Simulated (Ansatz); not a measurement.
# TiRh3: pressure against volume

TiRh3, Pm-3m, a = 3.800 Å. The structure is a COD entry; whether it is the stable form wasn't checked. Ansatz: PBEsol, PAW, 420 eV, Γ-centred 12×12×12 mesh on 4 atoms, Gaussian smearing 0.10 eV; no spin polarisation. Symmetry fixes shape and atoms, so the cell is only scaled; pressure is positive in compression.

```
V (Å³/atom) P (GPa)
     12.069    44.86
     12.480    30.60
     12.892    18.60
     13.303        ?
     13.715     0.00
     14.126    -7.15
     14.538   -13.15
     15.086   -19.66
```

Question: Take V0 = 13.715 Å³/atom, fit the third-order Birch–Murnaghan form to the other rows, and predict the missing pressure.

Answer: With the Eulerian strain f = ½[(V0/V)^(2/3) − 1] and y = P/[3f(1 + 2f)^(5/2)], the form is the line y = B0 + 1.5 B0 (B0′ − 4) f. Rows (f, y): 0.04449, 271.6; 0.03246, 268.5; 0.02106, 265.5; -0.00975, 256.8; -0.01905, 253.6; -0.03077, 249.6. Means f = 0.006407, y = 260.93; Σ(Δf)² = 0.004635, ΣΔfΔy = 1.345; the slope is their ratio. y = 259.1 + 290.2 f GPa, so B0 = 259.1 GPa and B0′ = 4 + 2 × (290.2)/(3 × 259.1) = 4.75. At V = 13.303, f = 0.01027, y = 262.08 and P = 8.50 GPa. The run gave 8.50 GPa, the same to the digits shown.